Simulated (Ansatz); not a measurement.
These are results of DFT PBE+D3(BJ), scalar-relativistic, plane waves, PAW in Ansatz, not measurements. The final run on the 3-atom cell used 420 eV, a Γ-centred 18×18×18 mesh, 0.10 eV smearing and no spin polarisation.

The zero of energy is the elements' standard structures at the same level (Cl₂ as a molecule); no fitted shifts are applied.

Task: Find a candidate trigonal metal made of Cl and Hf, with a formation energy near −1.55 eV/atom and about 20 Å³ per atom, in a cell of 3 atoms. Its symmetry should be R-3m (No. 166).

Result: HfCl2, space group R-3m (No. 166). Hf is surrounded by 6 Cl at 2.61 Å and 6 Hf at 3.24 Å; around Cl lie 3 Hf at 2.61 Å.

```yaml
crystal:
  lattice:
    - [1.62071, 0.93572, 6.71351]
    - [-1.62071, 0.93572, 6.71351]
    - [0.00000, -1.87144, 6.71351]
  atoms:
    - { symbol: Hf, position: [0.50000, 0.50000, 0.50000] }
    - { symbol: Cl, position: [0.74324, 0.74324, 0.74324] }
    - { symbol: Cl, position: [0.25676, 0.25676, 0.25676] }
```

* Volume per atom: 20.4 Å³
* Density: 6.8 g/cm³
* Energy over the elements: −1.55 eV/atom
* Gap on the 18×18×18 mesh of the 3-atom cell: 0 eV (a metal)

It was reached by relaxing an invented guess, and it needn't be the stable form of this composition. The answer needn't be unique; the calculation gave this one.

These runs have no spin–orbit coupling, which can matter for Hf. Symmetry constrained the relaxation, so the result can be a saddle point.
